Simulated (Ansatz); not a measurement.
Stackings of close-packed layers of HfB (capitals for Hf, lower case for the other element), each relaxed to a stress under 0.05 GPa; energies count from the stacking AcBaCb (R-3m).

Level of theory: Ansatz, DFT PBE, scalar-relativistic, plane waves, PAW.

Cutoff 420 eV, Gaussian smearing of 0.10 eV, energies at zero smearing, symmetry of each start kept, no spin polarisation.

```json
{"start": "AbAc", "atoms": "4", "k mesh": "12×12×6", "excess energy (meV/atom)": "420.4", "excess energy on a denser mesh (meV/atom)": "417.9", "spacing of like layers (Å)": "3.075", "a (Å)": "3.341", "denser mesh": "21×21×12"}
{"start": "AcBc", "atoms": "4", "k mesh": "12×12×6", "excess energy (meV/atom)": "-43.9", "excess energy on a denser mesh (meV/atom)": "-47.3", "spacing of like layers (Å)": "2.585", "a (Å)": "3.551", "denser mesh": "21×21×12"}
{"start": "AcBcAbCb", "atoms": "8", "k mesh": "12×12×3", "excess energy (meV/atom)": "-62.3", "excess energy on a denser mesh (meV/atom)": "-62.3", "spacing of like layers (Å)": "2.526", "a (Å)": "3.598", "denser mesh": "21×21×6"}
{"start": "AcBaCbAbCaBc", "atoms": "12", "k mesh": "12×12×2", "excess energy (meV/atom)": "-37.9", "excess energy on a denser mesh (meV/atom)": "-37.0", "spacing of like layers (Å)": "2.662", "a (Å)": "3.501", "denser mesh": "21×21×4"}
{"start": "AcBcAbCaBc", "atoms": "10", "k mesh": "12×12×3", "excess energy (meV/atom)": "-14.5", "excess energy on a denser mesh (meV/atom)": "-15.0", "spacing of like layers (Å)": "2.707", "a (Å)": "3.470", "denser mesh": "21×21×6"}
```

Zero in every row: gap on the mesh (eV).

Spin-orbit coupling is left out, which matters for the bands of heavy elements.

Small energy differences in metals hang on the k mesh (about 10 mJ/m² or 1 to 2 meV/atom on the mesh of the relaxation).

Cost: 5 runs of about 19 core-minutes in all, on Arm Neoverse V1 (shared hosts).